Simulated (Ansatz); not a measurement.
SiGe in space group I-4m2 (No. 119; Pearson symbol tI20), the program Ansatz at the r²SCAN level (PAW). The conduction-band minimum lies at Γ, with 1 equivalent valley. Second derivatives d²E/dk² of the lowest band at one valley (eV·Å²), along Cartesian directions:

| direction | d²E/dk² |
|---|---|
| [100] | 40.75 |
| [010] | 40.75 |
| [001] | 4.501 |
| [110] | 40.85 |
| [101] | 22.65 |
| [011] | 22.65 |

Problem. Find the principal effective masses, the density-of-states mass and the conductivity mass.

Solution. Off-diagonal terms follow from H_xy = H[110] − (H_xx + H_yy)/2, and m*/mₑ = 7.620 eV·Å² over each eigenvalue: 0.19, 0.19, 1.7. One valley's DOS mass (m₁m₂m₃)^(1/3) = 0.39, conductivity mass 3/(Σ 1/mᵢ) = 0.27 mₑ.

Problem. What effective density of states Nc follows at 300 K for parabolic valleys?

Solution. Nc = 2.509e19 × 1 × (0.39)^(3/2) ≈ 6.1e18 cm⁻³.

The start of the workflow was typed in or built on a structure type; neither database checked (COD, Materials Project) lists it. Its standing as an ambient phase is unchecked. The r²SCAN relaxation kept the symmetry of its start; whether a distortion lowers the energy is not shown. Spin–orbit coupling is left out wherever it is not named.

Potentials: the later of the program's two PAW sets.

Edges and masses are those of Kohn–Sham bands, whose gap is no quasiparticle gap.
